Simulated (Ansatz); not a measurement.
# What DFT gives for TlS₂

```
Tl S
1.0
     1.72228    2.98307    0.00000
    -1.72228    2.98307    0.00000
     0.00000    0.00000   13.45016
Tl S
2 4
Cartesian
  -0.0002 1.9888 3.3625
  -0.0002 3.9773 10.0876
  -0.0002 1.9888 8.3525
  -0.0002 3.9773 1.6275
  -0.0002 1.9888 11.8227
  0.0000 3.9776 5.0976
```

Level: a composed functional ({exchange: pbe, correlation: pbe}), no spin polarisation; 420 eV; 11×11×3 Γ-centred mesh; fermi-dirac occupations (width 0.0125 eV); Ansatz 0.2.0, fixed geometry.

(1) How is the charge shared?

(2) What do density and ELF say about some of the short contacts?

(3) Metal or insulator?

(4) Which atom feels the largest force, and which way?

(5) Is the cell too large or too small?

Origin: a known structure type with other elements, at an estimated volume, so it need not be a known compound. Caveats: many states at the Fermi level without spin polarisation, so a magnetic state may lie lower.

Answers

(1) Bader charges in e: Tl +0.87, S -0.43. In the mean Tl gives up most and S takes most.

(2) Tl–S at 2.64 Å: least valence density 0.40 e/Å³ and ELF 0.33 there. These are pseudo-fields; inside the PAW spheres they differ from the all-electron ones.

(3) It is a metal, with about 6.6 states/eV a cell as the mean within 0.25 eV of the Fermi level, mostly S p (95 %).

(4) The largest is on S5 (and as large on other atoms): 0.53 eV/Å, components (0.00, 0.00, 0.53). It makes 131° with the line to a nearest neighbour, Tl2 at 2.64 Å.

(5) The pressure is 8.1 GPa (compression positive), so with the atoms held at these fractions the cell would first expand. The principal stresses 4.6, 9.9, 9.9 GPa differ, so its shape would change too.
